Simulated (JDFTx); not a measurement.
Au(110) slab cut from bulk Au (space group Fm-3m, indices of the conventional cell, lattice of the Materials Project entry mp-81, not re-optimised): 8 atoms in 8 planes, a 1x1 cell of 12.30 Å² (|a| = 2.950, |b| = 4.171 Å), 10.1 Å between the outermost planes, cell height 26.3 Å, 8×6×1 k mesh, Fermi smearing 0.01 Ha, no spin polarisation.

All numbers are PBE, GBRV ultrasoft potentials, plane waves to 20/100 Ha results from JDFTx (a modified build), not measurements. Liquid: CANDLE, water, 0.5 M NaCl. Between zero charge and 0.67 V from it the run gives σ = 8.0 μC/cm², a mean capacitance of 12.0 μF/cm². The liquid has ε = 78.4, a 1:1 salt at 0.5 M with linear (Debye) response, and T = 298 K.

Working it through: the Debye length, the diffuse-layer capacitance, and the inner capacitance that is left when the two stand in series.

Each ion has density c = 0.5 × 6.022×10⁻⁴ = 3.011e-04 Å⁻³. λ² = ε kT / (8π (e²/4πε₀) c) with kT = 0.02568 eV and e²/4πε₀ = 14.40 eV Å gives λ = 4.30 Å; the log prints 4.30 Å. C_diffuse = ε₀ε/λ = 161 μF/cm². Then 1/C_inner = 1/12.0 − 1/161, so C_inner = 13.0 μF/cm², which equals a vacuum gap of ε₀/C_inner = 0.68 Å. The diffuse layer takes 7 % of the potential drop; the rest lies between the electrode's charge and the onset of the dielectric, with the electrode's own (quantum) capacitance in it. The split is a model: in the calculation solvent and ions share one smooth cavity.
